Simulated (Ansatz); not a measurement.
BP:
```
BP
1.0
    0.00000     2.26018     2.26018
    2.26018     0.00000     2.26018
    2.26018     2.26018     0.00000
P B
1 1
Cartesian
  3.39027   3.39027   3.39027
  0.00000   0.00000   0.00000
```

Relaxed with PBEsol. Special points in fractions of this cell's reciprocal vectors: Γ (0.000, 0.000, 0.000); X (0.500, 0.000, 0.500); U (0.625, 0.250, 0.625); K (0.375, 0.375, 0.750); L (0.500, 0.500, 0.500); W (0.500, 0.250, 0.750).

Q: List the band energies nearest the valence-band maximum at these points for the program Ansatz at the PBEsol level (PAW).

A: In eV from the valence-band maximum; about four levels below and three above (degenerate sets whole), none deeper than 8.9 eV; … stands for higher levels left out; points with the same levels are listed once.

| k | below | above |
|---|---|---|
| Γ | 0.00 0.00 0.00 | 3.38 3.38 3.38 |
| X | -8.65 -4.18 -4.18 | 1.21 1.51 … |
| U | -8.22 -6.37 -3.56 | 2.02 5.92 9.74 |
| L | -1.78 -1.78 | 3.79 4.65 4.65 |
| W | -8.10 -5.80 -5.60 | 5.22 6.66 7.25 |

Space group F-43m (zinc blende). Symmetry was held in the PBEsol relaxation.

Potentials: the later of the program's two PAW sets.
